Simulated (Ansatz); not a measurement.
MgV$_{2}$O$_{6}$ (space group C2/m)

```yaml
crystal:
  lattice:
    - [4.66387, -1.71929, 0.00000]
    - [4.66387, 1.71929, 0.00000]
    - [-2.49476, 0.00000, 6.30999]
  atoms:
    - { symbol: Mg, position: [0.00000, 0.00000, 0.50000] }
    - { symbol: V, position: [0.19524, 0.19524, 0.15967] }
    - { symbol: V, position: [0.80476, 0.80476, 0.84033] }
    - { symbol: O, position: [0.69152, 0.69152, 0.06361] }
    - { symbol: O, position: [0.30848, 0.30848, 0.93639] }
    - { symbol: O, position: [0.95826, 0.95826, 0.77325] }
    - { symbol: O, position: [0.04174, 0.04174, 0.22675] }
    - { symbol: O, position: [0.34890, 0.34890, 0.38534] }
    - { symbol: O, position: [0.65110, 0.65110, 0.61466] }
```

The slice is a (001) plane (indices of the conventional cell) through the point (0.349, 0.349, 0.385) (fractional), spanned by u = [1 -1 0] and v = [110] in vectors of this cell: u (3.44 Å) and v (9.33 Å, at 90° to u). It covers one period; positions are fractions (u, v).

These are r2SCAN (plane waves to 500 eV, PAW, scalar-relativistic; Ansatz, a program for electronic structure) values and carry that method's errors. k mesh 10×10×5. These are valence fields of a PAW run, semicore shells included where kept as valence: close to a nucleus they are smooth pseudo fields. MgV2O6 is run without spin polarisation. MgV2O6 was relaxed with its symmetry unable to fall.

Question: Predict the map of the electrostatic potential energy of an electron, from the cell's mean on the slice.

Answer: 
```
|xx1776771x|
|x068888860|
|5678888876|
|7788999887|
|7889999988|
|7789999987|
|5678999876|
|1257898752|
|0015888510|
|0004787400|
|0004666400|
|00030x0300|
|0030xxx030|
|445xxxxx54|
|6771xxx177|
|88860x0688|
|8887656788|
|9988777889|
|9998878899|
|9998777899|
|9987656789|
|9875212578|
|8851000158|
|8740000047|
|6640000046|
|x030000030|
|xx0300030x|
|xxx54445xx|
```
Scale: ten equal steps from 1.00 (start of '0') to 9.20 (end of '9'), in the order '0123456789'. Values: electrostatic potential energy of an electron, from the cell's mean, in eV. The map has 10 points along u (one character each, u = 0 at the left) and 28 along v (v = 0 in the bottom row). Points within 0.7 Å of a nucleus are blanked (x), as the pseudised field means little there. Values under 1 eV are set to 1. The zero, the cell's mean, hangs on the PAW cores.
